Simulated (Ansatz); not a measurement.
The relaxed structure here is a generated cell of ZrN: the first start was made by a random draw of sites in a space group, and the end was not matched to a known phase here, so it may be hypothetical. Known forms of ZrN include space group No. 225.

A relaxed structure of ZrN. Space group Pm-3m (No. 221), AFLOW prototype AB_cP6_221_c_d (as in NbO). All values below come from PBEsol (plane waves to 420 eV, PAW, scalar-relativistic; Ansatz, a first-principles code).

Space group Pm-3m (No. 221); a = b = c = 4.432 Å, α = β = γ = 90.00°

| atom | site | symmetry | x | y | z |
|---|---|---|---|---|---|
| N | 3c | 4/mm.m | 0.0000 | 0.5000 | 0.5000 |
| Zr | 3d | 4/mm.m | 0.0000 | 0.0000 | 0.5000 |

| Quantity | Result |
|---|---|
| Volume per atom | 14.51 Å³ |
| Band gap | no gap (metallic) |
| Shortest distances | N–Zr 2.22 Å; N–N 3.13 Å; Zr–Zr 3.13 Å |
| k-mesh | 11×11×11 |

Band energies at high-symmetry points (eV from the Fermi level; labels of this space group; no spin-orbit coupling), from −5 eV up to 2.7 eV:

| point | energies |
|---|---|
| Γ | -4.06 -2.01 -2.01 -2.01 -1.21 -1.21 -1.21 -0.66 -0.66 -0.66 0.01 0.01 0.01 |
| X | -4.18 -3.46 -2.71 -2.71 -2.62 -1.14 -1.14 -1.10 -0.88 -0.88 -0.83 1.29 1.29 1.86 2.13 |
| M | -4.39 -4.39 -3.91 -3.69 -3.27 -2.63 -1.93 -1.93 -1.05 -0.14 0.47 0.47 0.56 |
| R | -4.70 -4.70 -4.70 -4.08 -4.08 -4.08 -0.19 -0.19 -0.19 -0.14 -0.14 1.31 |

No spin polarisation in the result. The relaxed primitive cell holds an odd number of electrons. A magnetic state may lie lower.

The run could not lose the symmetry of its start, so the end can be a saddle point.

All atoms sit on sites fixed by symmetry, so only the cell could relax.
